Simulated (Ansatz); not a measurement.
TiO₂:
```xyz
12
Lattice="4.5461 0.0000 0.0000 0.0000 5.5139 0.0000 0.0000 0.0000 4.8946" Properties=species:S:1:pos:R:3 pbc="T T T"
Ti     2.2730     3.7264     3.6710
Ti     2.2730     1.7875     1.2237
Ti     0.0000     4.5444     1.2237
Ti     0.0000     0.9695     3.6710
O      3.3135     3.4085     0.3957
O      1.2326     2.1054     4.4989
O      3.5056     4.8624     2.8430
O      1.0405     0.6515     2.0516
O      1.0405     4.8624     4.4989
O      3.5056     0.6515     0.3957
O      1.2326     3.4085     2.0516
O      3.3135     2.1054     2.8430
```

Tensor components refer to the Cartesian frame of this cell.

### Question
Give the high-frequency dielectric tensor and the Born effective charge tensors of the independent atoms from DFPT, r²SCAN in the plane-wave PAW code Ansatz.

### Answer

ε∞:
```
7.23  0.00  0.00
0.00  5.94  0.00
0.00  0.00  6.90
```
Z* of atom 1 (Ti), rows: field, columns: displacement, in e:
```
 6.68   0.00  -0.33
 0.00   5.38   0.00
-0.16   0.00   6.50
```
Z* of atom 5 (O), rows: field, columns: displacement, in e:
```
-3.34  -1.45  -1.53
-1.21  -2.69  -0.09
-1.35  -0.04  -3.25
```

Static charges for comparison (Bader): Ti1 +2.37, O5 -1.18 e. Born charges measure polarisation by displacement and can exceed these by far.

Space group Pbcn. This is a known high-pressure phase of the composition, computed here at zero pressure and temperature. The r²SCAN relaxation kept the symmetry of its start; whether a distortion lowers the energy is not shown. The run is not spin-polarised.

Potentials: the earlier of the program's two PAW sets.
